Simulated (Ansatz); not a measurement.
NbC:
```
NbC
1.0
    0.00000     2.21344     2.21344
    2.21344     0.00000     2.21344
    2.21344     2.21344     0.00000
Nb C
1 1
Direct
  0.00000   0.00000   0.00000
  0.50000   0.50000   0.50000
```

Relaxed with LDA. Special points in fractions of this cell's reciprocal vectors: Γ (0.000, 0.000, 0.000); X (0.500, 0.000, 0.500); U (0.625, 0.250, 0.625); K (0.375, 0.375, 0.750); L (0.500, 0.500, 0.500); W (0.500, 0.250, 0.750).

Question: List the band energies nearest the Fermi level at these points for LDA in the plane-wave PAW code Ansatz.

Answer: In eV from the Fermi level; about four levels below and three above (degenerate sets whole), none deeper than 8.9 eV; … stands for higher levels left out; points with the same levels are listed once.

```tsv
k	below	above
Γ	-1.34 -1.34 -1.34 -0.20 -0.20 -0.20	…
X	-4.31 -3.76 -1.25 -1.25	2.14 3.43 3.43
U	-5.22 -4.18 -3.53 -0.28	2.63 3.60 5.84
L	-7.69 -5.23 -5.23	2.27 2.27 3.75
W	-4.71 -4.39 -4.39	1.63 1.63 3.44
```

Space group Fm-3m (rock salt). Symmetry was held in the LDA relaxation; of distortions, only those at the zone centre were tested. The run is not spin-polarised. Spin–orbit coupling is left out wherever it is not named.

Potentials: the later of the program's two PAW sets.
